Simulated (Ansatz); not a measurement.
The relaxed structure here is a generated cell of VSi2: the first start was made by a random draw of sites in a space group, and the end was not matched to a known phase here, so it may be hypothetical.

One starting cell of VSi2 (a randomly generated symmetric cell of VSi2 (space group No. 225)) was relaxed twice with Ansatz (plane waves, PAW, scalar-relativistic): with r2SCAN at 500 eV and with PBE at 420 eV. The r2SCAN result:

VSi$_{2}$ is modelled in the cubic space group Fm-3m (No. 225), Pearson symbol cF36. Cell: a = b = c = 9.010 Å, α = β = γ = 90.00°. Si on 24d has 2 V at 2.253 Å and 2 V at 3.186 Å (square planar). V1 on 8c is surrounded by 6 Si at 2.253 Å and 4 V at 3.902 Å. V2 on 4b sees 12 Si at 3.186 Å and 8 V at 3.902 Å. (Neighbours: up to the widest gap in distance over summed covalent radii, below 1.35, at either atom; cation-cation and far metal-metal contacts left out.)
(The calculation used a cell of 9 atoms; values per cell refer to that cell.)

| quantity | r2SCAN | PBE |
|---|---|---|
| space group | Fm-3m | Fm-3m |
| volume (Å³/atom) | 20.32 | ___ |
| a (Å) | 9.010 | ___ |
| gap (eV, no spin-orbit coupling) | 0.00 | ___ |
| spin order | ferrimagnetic | ___ |
| net moment (μB/atom) | 0.32 | ___ |

Question: Fill in the PBE column.

Answer: 
- volume (Å³/atom), PBE: 20.60
- a (Å), PBE: 9.052
- gap (eV, no spin-orbit coupling), PBE: 0.00
- spin order, PBE: ferrimagnetic
- net moment (μB/atom), PBE: 0.32

Both levels end in the same structure; PBE's volume is 1.4 % larger. Neither column is exact.

Spin states reached: ferrimagnetic; spin orders were not searched systematically. The program's look for a lower electronic state was skipped, cut short or left open in this run.

The run could not lose the symmetry of its start, so the end can be a saddle point.

All atoms sit on sites fixed by symmetry, so only the cell could relax.

Ansatz is a first-principles code.
